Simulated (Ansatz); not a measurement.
Sr (fcc, Cu type)

```yaml
crystal:
  lattice:
    - [0.00000, 3.01446, 3.01446]
    - [3.01446, 0.00000, 3.01446]
    - [3.01446, 3.01446, 0.00000]
  atoms:
    - { symbol: Sr, position: [0.00000, 0.00000, 0.00000] }
```

The slice is a {110} plane (indices of the conventional cell) through the point (0.000, 0.000, 0.000) (fractional), spanned by u = [100] and v = [1 -1 -1] in vectors of this cell: u (4.26 Å) and v (6.03 Å, at 90° to u). It covers one period; positions are fractions (u, v).

Computed with PBE (plane waves to 420 eV, PAW, scalar-relativistic; Ansatz, a quantum-chemistry and plane-wave program). k mesh 13×13×13. These are valence fields of a PAW run, semicore shells included where kept as valence: close to a nucleus they are smooth pseudo fields. Sr was relaxed with its symmetry unable to fall.

**Question.** Predict the map of the valence electron density on the slice.

**Answer.** 
```
|@@@*-.   .-*@@|
|@@#+:     :+#@|
|#*+-.     .-+*|
|--:.       .:-|
|..           .|
|              |
|              |
|              |
|              |
|              |
|              |
|              |
|              |
|              |
|..           .|
|--:.       .:-|
|#*+-.     .-+*|
|@@#+:     :+#@|
|@@@*-.   .-*@@|
|#@@#-.   .-#@@|
```
Scale: ten equal steps from -1.40 (start of ' ') to 0.44 (end of '@'), in the order ' .:-=+*#%@'. Values: log₁₀ of the valence density in e/Å³. The map has 14 points along u (one character each, u = 0 at the left) and 20 along v (v = 0 in the bottom row). The scale is logarithmic, as a density can span decades between atoms and voids.
